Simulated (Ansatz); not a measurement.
C in space group I4_1/amd (No. 141; C on 8e) at seven volumes, PBE (plane waves, PAW; program Ansatz), shape and atoms relaxed at each. One row is withheld.

```json
[
 {"V (Å³/atom)": "6.343", "P (GPa)": "36.78"},
 {"V (Å³/atom)": "6.552", "P (GPa)": "22.81"},
 {"V (Å³/atom)": "6.761", "P (GPa)": "?"},
 {"V (Å³/atom)": "6.970", "P (GPa)": "0.00"},
 {"V (Å³/atom)": "7.179", "P (GPa)": "-9.27"},
 {"V (Å³/atom)": "7.388", "P (GPa)": "-17.35"},
 {"V (Å³/atom)": "7.598", "P (GPa)": "-24.41"}
]
```

Question: Fit the shown pressures and predict the withheld one.

Answer: P = (3/2)B₀(x^(7/2) − x^(5/2))[1 + (3/4)(B′ − 4)(x − 1)] with x = (V₀/V)^(2/3). Least squares on the six rows gives V₀ = 6.970 Å³/atom, B₀ = 330 GPa, B′ = 3.56. At V = 6.761, x = 1.0205 and P = 10.61 GPa. The run itself gave 10.63 GPa.

The start of the workflow was typed in or built on a structure type; the Crystallography Open Database files this formula in space group No. 141, but the cells were not matched. It is not the phase usual at ambient conditions (space group No. 194, 227). Symmetry was held in the PBE relaxation; its stability against distortions is not shown here.

Potentials: the earlier of the program's two PAW sets.
